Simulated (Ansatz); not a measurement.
Au4S: rattling a relaxed structure

It was reached by relaxing an invented guess, and it needn't be the stable form of this composition.

Method: DFT PBE, scalar-relativistic, plane waves, PAW in Ansatz 0.2.0. Plane waves to 420 eV, a k mesh through Γ of 8×8×8 on the computed 5-atom cell and Gaussian smearing (0.02 eV); no spin polarisation.

The cell below (5 atoms, space group P-43m (No. 215)) is relaxed within its symmetry.

```xyz
5
Lattice="4.6892 0.0000 0.0000 0.0000 4.6892 0.0000 0.0000 0.0000 4.6892" Properties=species:S:1:pos:R:3 pbc="T T T"
S     0.0000    0.0000    0.0000
Au    1.3644    1.3644    1.3644
Au    3.3248    3.3248    1.3644
Au    3.3248    1.3644    3.3248
Au    1.3644    3.3248    3.3248
```

For the test a repeat of it with 10 atoms (edges 4.69, 4.69, 9.38 Å) was strained at random (σ = 1.5 % a component), the atoms were moved at random (σ = 0.05 Å), and all was relaxed again on a coarse 4×4×2 mesh (in the run’s order of axes) with 0.10 eV smearing, with no symmetry imposed.

Spin–orbit coupling, which can matter for Au, is left out.

Question: Is the structure stable against such a distortion?

Answer: It returns, within 1 meV/atom of the unmoved cell on that mesh and with the same symmetry when read at 0.1 Å (P-42m at 0.01 Å, so small strains and shifts remain). So it is stable against the distortions that fit this cell and that this random move excites. Modes that don't fit the cell aren't tested.
